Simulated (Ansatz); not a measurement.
Given:

Mo:
```yaml
crystal:
  lattice:
    - [-1.55566, 1.55566, 1.55566]
    - [1.55566, -1.55566, 1.55566]
    - [1.55566, 1.55566, -1.55566]
  atoms:
    - { symbol: Mo, position: [0.00000, 0.00000, 0.00000] }
```

This is the LDA-relaxed structure.

All from LDA in the plane-wave PAW code Ansatz, unless another level is named. Predict the Poisson's ratio.

0.31.

Give the elastic constants (relaxed ions, GPa).

C11 = 511, C12 = 183, C44 = 106.

Space group Im-3m (bcc (W type)). The LDA relaxation kept the symmetry of its start. No spin polarisation was allowed. As this level gives no gap, shear constants depend on the k-mesh and smearing (Fermi–Dirac, 0.1 eV here).

Potentials: the later of the program's two PAW sets.
